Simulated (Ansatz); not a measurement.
ScAl3 (Cu3Au type), map of one atom of the cell

ScAl3 (Cu3Au type)

```xyz
4
Lattice="4.1059 0.0000 0.0000 0.0000 4.1059 0.0000 0.0000 0.0000 4.1059" Properties=species:S:1:pos:R:3 pbc="T T T"
Al     0.0000     2.0529     2.0529
Al     2.0529     2.0529     0.0000
Al     2.0529     0.0000     2.0529
Sc     0.0000     0.0000     0.0000
```

Two-dimensional scan of atom 2 (Al, nearest neighbour Al at 2.903 Å; its periodic images, 4.1 Å or more away, move with it): u runs along (1.000, 0.000, 0.000), v along (0.000, 1.000, 0.000) (Cartesian). Cell and other atoms are fixed.

All values below come from PBE (plane waves to 420 eV, PAW, scalar-relativistic; Ansatz, an electronic-structure program). k mesh 9×9×9 (Γ-centred), Fermi-Dirac smearing 0.05 eV. E stands for the smeared free energy. Points where atoms come too close for the PAW data are left out (x in tables, blank in figures). With partly filled bands, energies and forces of such displacements shift with the k mesh and the smearing. Fu and Fv are the components of the force on the atom. ScAl3 is run without spin polarisation. ScAl3 was relaxed with its symmetry unable to fall. ΔE is measured from the undisplaced structure. Axes are in Å.

ΔE (eV/cell), with u across and v down:

| v \ u | -0.730 | -0.487 | -0.243 | 0.000 | 0.243 | 0.487 | 0.730 |
|---|---|---|---|---|---|---|---|
| -0.730 | x | x | 2.097 | 1.734 | 2.097 | x | x |
| -0.487 | x | 1.816 | 1.011 | 0.751 | 1.011 | 1.816 | x |
| -0.243 | 2.097 | 1.011 | 0.385 | 0.183 | 0.385 | 1.011 | 2.097 |
| 0.000 | 1.734 | 0.751 | 0.183 | 0.000 | 0.183 | 0.751 | 1.734 |
| 0.243 | 2.097 | 1.011 | 0.385 | 0.183 | 0.385 | 1.011 | 2.097 |
| 0.487 | x | 1.816 | 1.011 | 0.751 | 1.011 | 1.816 | x |
| 0.730 | x | x | 2.097 | 1.734 | 2.097 | x | x |

Fv (eV/Å), with u across and v down:

```csv
v \ u,-0.730,-0.487,-0.243,0.000,0.243,0.487,0.730
-0.730,x,x,5.43,4.92,5.43,x,x
-0.487,x,4.50,3.50,3.17,3.50,4.50,x
-0.243,3.00,2.16,1.67,1.52,1.67,2.16,3.00
0.000,0.00,0.00,0.00,0.00,0.00,0.00,0.00
0.243,-3.00,-2.16,-1.67,-1.52,-1.67,-2.16,-3.00
0.487,x,-4.50,-3.50,-3.17,-3.50,-4.50,x
0.730,x,x,-5.43,-4.92,-5.43,x,x
```

Key numbers:

Principal force constants in the plane (five-point differences of the forces): 6.1 eV/Å², isotropic. Centre of the map: a minimum. Lowest place on the grid: u = 0.000 Å, v = 0.000 Å (0 meV/cell).

(A displaced cell: forces are minus the slopes of the energy, force constants its curvatures, and phonons follow from these.)
